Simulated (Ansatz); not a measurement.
# Notes on WBr2

```yaml
crystal:
  lattice:
    - [0.00000, 0.00000, 5.69012]
    - [5.71681, 0.00000, 0.00000]
    - [2.85840, 5.34058, -2.84506]
  atoms:
    - { symbol: Br, position: [0.11501, 0.09919, 0.23002] }
    - { symbol: Br, position: [0.88499, 0.90081, 0.76998] }
    - { symbol: Br, position: [0.38499, 0.32921, 0.76998] }
    - { symbol: Br, position: [0.61501, 0.67079, 0.23002] }
    - { symbol: W, position: [0.25000, 0.00000, 0.00000] }
    - { symbol: W, position: [0.75000, 0.00000, 0.00000] }
```

The numbers come from plane-wave PAW DFT (Ansatz): r2SCAN, no spin polarisation, 500 eV, 7×7×7 Γ-centred k points, fermi-dirac occupations (width 0.1 eV). Nothing was relaxed.

**Question.** Where is the largest force?

**Answer.** The largest is on Br2 (and as large on other atoms): 6.89 eV/Å, components (-4.88, -4.87, 0.00). It makes 141° with the line to a nearest neighbour, W5 at 2.24 Å, pointing away from it.

**Question.** What is the formation energy?

**Answer.** 0.93 eV an atom against the elements' usual phases (free molecules for gases, crystals otherwise, with no correction for O₂ or N₂), so at this geometry it isn't bound against them. Relaxing would lower it.

**Question.** Which element gives electrons and which takes them?

**Answer.** Bader charges in e: W +0.99, Br -0.50. In the mean W gives up most and Br takes most.

**Question.** Metal or insulator?

**Answer.** It is a metal, with about 4.9 states/eV a cell as the mean within 0.25 eV of the Fermi level, mostly W d (67 %) and Br p (26 %).

**Question.** What does the stress say?

**Answer.** The pressure is 21.5 GPa (compression positive), so with the atoms held at these fractions the cell would first expand; the forces are large, so a full relaxation may end otherwise.

Origin: a known structure type with other elements, at an estimated volume, so it need not be a known compound. Caveats: many states at the Fermi level without spin polarisation, so a magnetic state may lie lower; atoms or cell far from equilibrium.
